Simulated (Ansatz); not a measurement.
Relaxed SiO2 (rutile):

```
CELL_PARAMETERS angstrom
      4.23616     0.00000     0.00000
      0.00000     4.23616     0.00000
      0.00000     0.00000     5.38090
ATOMIC_POSITIONS crystal
  Si 0.50000 0.50000 0.25000
  Si 0.50000 0.50000 0.75000
  Si 0.00000 0.00000 0.00000
  Si 0.00000 0.00000 0.50000
  O  0.80699 0.80699 0.25000
  O  0.80699 0.80699 0.75000
  O  0.30699 0.69301 0.00000
  O  0.30699 0.69301 0.50000
  O  0.69301 0.30699 0.00000
  O  0.69301 0.30699 0.50000
  O  0.19301 0.19301 0.25000
  O  0.19301 0.19301 0.75000
```

A phonon eigenvector at Z = (0.0, 0.0, 0.5) is frozen into this cell: atom i moves by Q times the vector below, so Q is the largest atomic displacement, in Å. The cell is held. It is one choice among 2 degenerate patterns. (q is in reciprocal vectors of the primitive cell; the cell shown is doubled to hold the pattern.)

```
atom       x       y      z
----  ------  ------  -----
O5     0.707  -0.707  0.000
O6    -0.707   0.707  0.000
O7     0.015   0.015  0.000
O8    -0.015  -0.015  0.000
O9    -0.015  -0.015  0.000
O10    0.015   0.015  0.000
O11   -0.707   0.707  0.000
O12    0.707  -0.707  0.000
```

Atoms not listed stay in place.

The numbers are results of PBE (plane waves to 420 eV, PAW, scalar-relativistic; Ansatz, an electronic-structure program), not measurements. k mesh 8×8×6 (Γ-centred), Fermi-Dirac smearing 0.05 eV. The energy includes the smearing's −TS. Stress and pressure are positive under compression. SiO2 was relaxed with its symmetry unable to fall. ΔE is measured from the undisplaced structure.

Estimate the ΔE (meV/cell) and P (GPa) for Q (Å) = -0.180, -0.120, -0.090, -0.060, 0.030, 0.060.


```csv
Q (Å),ΔE (meV/cell),P (GPa)
-0.180,763,0.63
-0.120,336,0.26
-0.090,188,0.14
-0.060,83,0.06
0.030,21,0.01
0.060,83,0.06
```

(For displaced atoms, the force is minus the slope of the energy, and its curvature is a force constant, which sets phonon frequencies.)
